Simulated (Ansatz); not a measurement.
SiC (zinc blende, F-43m) under volume change, the program Ansatz at the LDA level (PAW), scaled uniformly.

```json
[
 {"V (Å³/atom)": "9.228", "E − E(relaxed) (meV/atom)": "68.7", "P (GPa)": "26.00"},
 {"V (Å³/atom)": "9.532", "E − E(relaxed) (meV/atom)": "29.0", "P (GPa)": "16.04"},
 {"V (Å³/atom)": "9.837", "E − E(relaxed) (meV/atom)": "6.9", "P (GPa)": "7.44"},
 {"V (Å³/atom)": "10.141", "E − E(relaxed) (meV/atom)": "0.0", "P (GPa)": "0.01"},
 {"V (Å³/atom)": "10.445", "E − E(relaxed) (meV/atom)": "6.2", "P (GPa)": "-6.41"},
 {"V (Å³/atom)": "10.749", "E − E(relaxed) (meV/atom)": "23.8", "P (GPa)": "-11.95"},
 {"V (Å³/atom)": "11.054", "E − E(relaxed) (meV/atom)": "51.1", "P (GPa)": "-16.74"}
]
```

### Question
What does a third-order Birch–Murnaghan fit give for V₀, B₀ and B′?

### Answer
V₀ = 10.14 Å³/atom, B₀ = 230 GPa, B′ = 3.9.

The cell was relaxed with LDA under the symmetry of its start; phonons on a q-mesh show no instability.

Potentials: the earlier of the program's two PAW sets.
